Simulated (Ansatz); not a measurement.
Si₂W:
```xyz
9
Lattice="4.5809 0.0000 0.0000 -2.2904 3.9672 0.0000 0.0000 0.0000 6.6103" Properties=species:S:1:pos:R:3 pbc="T T T"
Si     2.2904     2.6693     3.3051
Si    -1.1665     3.3182     5.5086
Si     1.1240     0.6489     1.1017
Si     0.0000     1.2978     3.3051
Si     3.4569     0.6489     5.5086
Si     1.1665     3.3182     1.1017
W     -1.1452     1.9836     1.1017
W      2.2904     0.0000     3.3051
W      1.1452     1.9836     5.5086
```

Relaxed with r²SCAN.

Problem. Give the Bader charges and basin volumes of the independent atoms, plane-wave PAW r²SCAN (Ansatz code).

Solution. 

```tsv
atom	Bader charge (e)	Bader volume (Å³)
Si1	-0.07	12.5
W7	+0.13	15.0
```

Space group P6_222. The workflow started from a Materials Project entry (that database holds measured and hypothetical structures alike); the Crystallography Open Database copy checked does not list it. It is not the phase usual at ambient conditions (space group No. 139). The cell was relaxed with r²SCAN under the symmetry of its start; whether a distortion lowers the energy is not shown. The run is not spin-polarised. Spin–orbit coupling is left out wherever it is not named.

Potentials: the earlier of the program's two PAW sets.
